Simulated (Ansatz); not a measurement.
Be$_{5}$Pd: reading a single point

```xyz
6
Lattice="0.0000 2.9791 2.9791 2.9791 0.0000 2.9791 2.9791 2.9791 0.0000" Properties=species:S:1:pos:R:3 pbc="T T T"
Be    3.7239    3.7239    3.7239
Be    3.7239    2.2343    2.2343
Be    2.2343    2.2343    3.7239
Be    2.2343    3.7239    2.2343
Pd    0.0000    0.0000    0.0000
Be    1.4896    1.4896    1.4896
```

Single point in Ansatz 0.2.0 with r2SCAN, no spin polarisation. Cutoff 500 eV, PAW datasets, 10×10×10 Γ-centred k mesh, fermi-dirac filling (width 0.1 eV).

Formation energy: -0.32 eV an atom against the elements' usual phases (free molecules for gases, crystals otherwise, with no correction for O₂ or N₂), so it is bound against them; other compounds may still compete. Relaxing would lower it.
Stress: The pressure is 1.4 GPa (compression positive), so with the atoms held at these fractions the cell would first expand.
Electronic structure: It is a metal, with about 0.71 states/eV a cell as the mean within 0.25 eV of the Fermi level.
Forces: Nearly at rest: the largest force is 0.046 eV/Å.
Charges: Bader charges in e: Be +1.43 to +1.46, Pd -3.21. In the mean Be gives up most and Pd takes most. There are 2 density maxima away from the nuclei.

Origin: a known structure type with other elements, at an estimated volume, so it need not be a known compound.
